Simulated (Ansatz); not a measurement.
CuI (zinc blende, F-43m), r²SCAN in the plane-wave PAW code Ansatz: ε∞ = 5.70, cell volume 54.62 Å³. Infrared-active transverse modes:

```
ω_TO (cm⁻¹)  oscillator strength S_xx (e²/amu)
-----------  ---------------------------------
129.8                                  0.02535
```

Task: Compute the static dielectric constant.

Result: Each mode adds (4.921e7/V) S/ω²: 1.36. So ε0 = 7.05.

Task: What LO frequency does the Lyddane–Sachs–Teller relation give?

Result: ω_LO = ω_TO √(ε0/ε∞) = 144 cm⁻¹.

Symmetry was held in the r²SCAN relaxation; phonons on a q-mesh show no instability. No spin polarisation was allowed. Spin–orbit coupling is left out wherever it is not named.

Potentials: the later of the program's two PAW sets.
